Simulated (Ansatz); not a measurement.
**MgCd2S3 (I-4m2) at 3 levels of theory**

One geometry, relaxed with PBE; plane waves with PAW potentials in Ansatz, scalar-relativistic. No spin polarisation. Gaps are the least over mesh and band path; pressure is positive in compression.

```yaml
crystal:
  lattice:
    - [-2.07100, 2.07100, 8.74332]
    - [2.07100, -2.07100, 8.74332]
    - [2.07100, 2.07100, -8.74332]
  atoms:
    - { symbol: Mg, position: [0.00000, 0.00000, 0.00000] }
    - { symbol: Cd, position: [0.33613, 0.33613, 0.00000] }
    - { symbol: Cd, position: [0.66387, 0.66387, 0.00000] }
    - { symbol: S, position: [0.25000, 0.75000, 0.50000] }
    - { symbol: S, position: [0.57746, 0.07746, 0.50000] }
    - { symbol: S, position: [0.92254, 0.42254, 0.50000] }
```

```
level  cutoff (eV)    k mesh  gap (eV)  pressure (GPa)
  PBE          420  10×10×10      1.66             0.0
```

What comes out on the same cell with r2SCAN, LDA?

| level | cutoff (eV) | k mesh | gap (eV) | pressure (GPa) |
| --- | --- | --- | --- | --- |
| r2SCAN | 500 | 10×10×10 | 2.14 | -1.3 |
| LDA | 420 | 10×10×10 | 1.39 | -4.3 |

The structure comes from a generated guess; another structure or a mixture of phases may lie lower.
